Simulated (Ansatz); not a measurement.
# Computed energy against volume: SiO2 (alpha-cristobalite type, space group P4_12_12)

SiO₂ (alpha-cristobalite type, space group P4_12_12)

```yaml
crystal:
  lattice:
    - [5.03096, 0.00000, 0.00000]
    - [0.00000, 5.03096, 0.00000]
    - [0.00000, 0.00000, 7.01444]
  atoms:
    - { symbol: Si, position: [0.29764, 0.29764, 0.50000] }
    - { symbol: Si, position: [0.79764, 0.20236, 0.25000] }
    - { symbol: Si, position: [0.20236, 0.79764, 0.75000] }
    - { symbol: Si, position: [0.70236, 0.70236, 0.00000] }
    - { symbol: O, position: [0.23975, 0.10103, 0.67790] }
    - { symbol: O, position: [0.73975, 0.39897, 0.07210] }
    - { symbol: O, position: [0.26025, 0.60103, 0.57210] }
    - { symbol: O, position: [0.76025, 0.89897, 0.17790] }
    - { symbol: O, position: [0.89897, 0.76025, 0.82210] }
    - { symbol: O, position: [0.39897, 0.73975, 0.92790] }
    - { symbol: O, position: [0.60103, 0.26025, 0.42790] }
    - { symbol: O, position: [0.10103, 0.23975, 0.32210] }
```

E(V) scan at fixed shape, V₀ the volume above. The atoms relax within the cell's symmetry.

Method: PBEsol (plane waves to 420 eV, PAW, scalar-relativistic; Ansatz, a first-principles code). k mesh 6×6×4 (Γ-centred), Fermi-Dirac smearing 0.05 eV. The energy includes the smearing's −TS. Stress and pressure are positive under compression. With the shape held, the modulus is that of even scaling; a crystal free to change shape is softer. SiO2 was relaxed with its symmetry unable to fall. ΔE is measured from the relaxed starting cell.

```json
[
 {"V (Å³/cell)": "149.13", "ΔE (kJ/mol of atoms)": "2.01", "P (GPa)": "3.37"},
 {"V (Å³/cell)": "154.81", "ΔE (kJ/mol of atoms)": "1.20", "P (GPa)": "2.39"},
 {"V (Å³/cell)": "160.50", "ΔE (kJ/mol of atoms)": "0.64", "P (GPa)": "1.62"},
 {"V (Å³/cell)": "166.18", "ΔE (kJ/mol of atoms)": "0.27", "P (GPa)": "0.99"},
 {"V (Å³/cell)": "171.86", "ΔE (kJ/mol of atoms)": "0.07", "P (GPa)": "0.46"},
 {"V (Å³/cell)": "177.54", "ΔE (kJ/mol of atoms)": "0.00", "P (GPa)": "0.01"},
 {"V (Å³/cell)": "183.22", "ΔE (kJ/mol of atoms)": "0.06", "P (GPa)": "-0.42"},
 {"V (Å³/cell)": "188.90", "ΔE (kJ/mol of atoms)": "0.23", "P (GPa)": "-0.74"},
 {"V (Å³/cell)": "194.58", "ΔE (kJ/mol of atoms)": "0.50", "P (GPa)": "-1.14"},
 {"V (Å³/cell)": "200.26", "ΔE (kJ/mol of atoms)": "0.87", "P (GPa)": "-1.40"},
 {"V (Å³/cell)": "205.95", "ΔE (kJ/mol of atoms)": "1.33", "P (GPa)": "-1.88"}
]
```

Derived quantities:

```
Item                                                                           Value
---------------------------------------------------------------------  -------------
Pressure at the smallest volume                                             3.37 GPa
Energy cost of the largest compression                                 20.8 meV/atom
Energy cost of the largest expansion                                   13.8 meV/atom
Bulk modulus at fixed cell shape B₀ (third-order Birch-Murnaghan fit)       14.2 GPa
Pressure derivative B₀′ (fit)                                                    3.0
Equilibrium volume of the fit                                          14.79 Å³/atom
Pressure for 5 % compression (fit)                                           0.8 GPa
```

The 11 points together took very roughly 15 core-minutes.

(Under strain, the slope of the energy per volume gives the stress and its curvature an elastic modulus.)
